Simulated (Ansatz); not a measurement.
**GaO3: start and end of a relaxation**

The guess for GaO3 was made by a generator: random cell by space group and Wyckoff sites (Im-3m, No. 229). Its size is a rough estimate.

start:

Space group Im-3m (No. 229). a = 4.711 Å, b = 4.711 Å, c = 4.711 Å, α = 90.00°, β = 90.00°, γ = 90.00°
```csv
atom,site,symmetry,x,y,z
Ga,2a,m-3m,0.0000,0.0000,0.0000
O,6b,4/mm.m,0.5000,0.0000,0.0000
```

Method: Ansatz 0.2.0, DFT PBE, scalar-relativistic, plane waves, PAW. Cutoff 420 eV, Gaussian smearing, Γ-centred meshes. Cell and atoms relax first on a coarse mesh and then on a finer one. In between, the cell is made exact in the group found at 0.06 Å. In metals the finer mesh still leaves noise of several meV/atom or more. The steps can't lower the symmetry of their start. No spin polarisation in the relaxation; trial moments died out in a coarse test.

end:

Space group Im-3m (No. 229). a = 4.161 Å, b = 4.161 Å, c = 4.161 Å, α = 90.00°, β = 90.00°, γ = 90.00°
```csv
atom,site,symmetry,x,y,z
Ga,2a,m-3m,0.0000,0.0000,0.0000
O,6b,4/mm.m,0.5000,0.0000,0.0000
```

The symmetry stays Im-3m (No. 229). The volume per atom shrinks by 31.1 %, from 13.1 to 9.0 Å³. The shortest distance goes from 2.36 Å (Ga–O and O–O) to 2.08 Å (Ga–O and O–O). The energy falls by about 0.49 eV/atom (the start's value is from the coarse mesh).

```json
{
 "Volume per atom": "9.01 Å³",
 "Density": "5.43 g/cm³",
 "Energy over the elements": "−0.06 eV/atom",
 "Gap on the 16×16×16 mesh of the 4-atom cell": "0 eV (a metal)"
}
```

Formation energies are uncorrected and refer to the elements' standard structures at the same level (O₂ as a molecule).

The last run used Gaussian smearing of 0.10 eV. An odd number of electrons in the primitive cell allows no gap without spin; a larger cell or a magnetic state could open one. A structure relaxed within its symmetry needn't be a true minimum. In all, the 3 runs took 42 s on 1 thread of Intel(R) Xeon(R) Platinum 8259CL CPU @ 2.50GHz (Skylake/Cascade Lake), on a shared host. Another cell of GaO3 relaxed alike but with spin, in P-3m1, lies 104 meV/atom lower, so this cell isn't the stable form at this level.
